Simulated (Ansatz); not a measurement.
A calculation with the code Ansatz. Plane-wave DFT: natural occupations of the f shells on orthogonalised atomic orbitals at the end of the run, rising, by spin; atoms or cell relaxed as the task says.

```
cell
1.0
     5.7878    0.0000    0.0000
     0.0000    5.7878    0.0000
     0.0000    0.0000    5.4870
Eu P Pt
2 2 6
Direct
  0.0000 0.0000 0.0000
  0.5000 0.5000 0.0000
  0.0000 0.5000 0.7296
  0.5000 0.0000 0.2704
  0.0000 0.5000 0.1393
  0.5000 0.0000 0.8607
  0.2500 0.2500 0.5000
  0.2500 0.7500 0.5000
  0.7500 0.7500 0.5000
  0.7500 0.2500 0.5000
```

Starting moments (μB): Eu number 1 7.25, Eu number 2 7.25; others 0.

cell charge: 0 e
spin: collinear
scf start: atoms
lower state search: off
functional: PBE
wave cutoff: 420 eV
k mesh: 6, 6, 6
k shift: 0, 0, 0 mesh steps
gaussian smearing: 0.05 eV
task: relax cell and atoms

Problem. How are the f shells occupied at the end?

Solution. 

| shell atom | shell element | shell spin | shell occupation 1 (e) | shell occupation 2 (e) | shell occupation 3 (e) | shell occupation 4 (e) | shell occupation 5 (e) | shell occupation 6 (e) | shell occupation 7 (e) |
| --- | --- | --- | --- | --- | --- | --- | --- | --- | --- |
| 1 | Eu | up | 0.91 | 0.91 | 0.96 | 0.97 | 0.97 | 0.98 | 0.99 |
| 1 | Eu | down | 0.01 | 0.01 | 0.01 | 0.01 | 0.01 | 0.01 | 0.01 |
| 2 | Eu | up | 0.91 | 0.91 | 0.96 | 0.97 | 0.97 | 0.98 | 0.99 |
| 2 | Eu | down | 0.01 | 0.01 | 0.01 | 0.01 | 0.01 | 0.01 | 0.01 |

Caveats: 4f shell without a U, which puts 4f levels too near the Fermi level; occupations loosely converged; open f or d shells may hold a state above the lowest.
